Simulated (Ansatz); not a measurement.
With r²SCAN (plane waves, PAW; program Ansatz), NbAlB in the orthorhombic phase (Cmcm; Al on 4c, B on 4c, Nb on 4c) relaxes to a = 3.338 Å, b = 14.635 Å, c = 3.102 Å. Against the elements it lies at -57 kJ/mol of atoms, with no fitted shifts.

Electronic character: metallic (no gap).

The bulk modulus is 190 GPa. Bader charges are Al +0.35, B -1.13, Nb +0.78 e.

The start of the workflow was typed in or built on a structure type; neither database checked (COD, Materials Project) lists it. Its standing as an ambient phase is unchecked. The r²SCAN relaxation kept the symmetry of its start; whether a distortion lowers the energy is not shown. The run is not spin-polarised. The references are the lowest solids computed at this level, not always the standard phases. Spin–orbit coupling is left out wherever it is not named.

Potentials: the later of the program's two PAW sets.
